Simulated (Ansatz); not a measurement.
Here is an unrelaxed guess for ZnGaP.

```cif
data_structure
_symmetry_space_group_name_H-M 'P 1'
_symmetry_Int_Tables_number 1
_cell_length_a 3.9963
_cell_length_b 3.9963
_cell_length_c 4.2886
_cell_angle_alpha 90.000
_cell_angle_beta 90.000
_cell_angle_gamma 120.000
_cell_volume 59.31
loop_
_atom_site_label
_atom_site_type_symbol
_atom_site_fract_x
_atom_site_fract_y
_atom_site_fract_z
_atom_site_occupancy
Zn1 Zn 0.00000 0.00000 0.50000 1
Ga1 Ga 0.66667 0.33333 0.00000 1
P1 P 0.33333 0.66667 0.50000 1
```

Level of theory: DFT PBE, scalar-relativistic, plane waves, PAW in Ansatz. Plane waves to 420 eV, a k mesh through Γ of 6×6×4 on the computed 3-atom cell and Gaussian smearing (0.10 eV); no spin polarisation.

Formation energies are uncorrected and refer to the elements' standard structures at the same level. The references include black phosphorus.

Task: What does a single point on this coarse mesh give?

Result: The pressure is 1.9 GPa (the mean over three directions, positive in compression), the largest force is 0.00 eV/Å (symmetry fixes the atoms), and the energy is +0.06 eV/atom against the elements. The shortest distance is 2.31 Å.

Task: How much does it gain on relaxing, and where does it end?

Result: Relaxing gains under 0.1 eV/atom (the start's value is from the coarse mesh, so the gain is rough) in 4 ionic steps and ends at +0.04 eV/atom on the finer mesh. The symmetry stays P-6m2 (No. 187). The volume per atom grows by 3.7 %, from 19.8 to 20.5 Å³. The shortest distance goes from 2.31 Å (Zn–P) to 2.32 Å (Zn–P). Conventional cell: a = 4.016 Å, c = 4.404 Å. Around Zn lie 3 P at 2.32 Å and 6 Ga at 3.20 Å; Ga is surrounded by 6 P at 3.20 Å and 6 Zn at 3.20 Å; P is surrounded by 3 Zn at 2.32 Å and 6 Ga at 3.20 Å.

The last run used a 15×15×12 mesh (in the run's order of axes) for its 3-atom cell and Gaussian smearing of 0.10 eV. The reference form of P is held partly by dispersion forces, which this level lacks. The relaxation can't lower the symmetry of the start. Symmetry constrained the relaxation, so the result can be a saddle point.
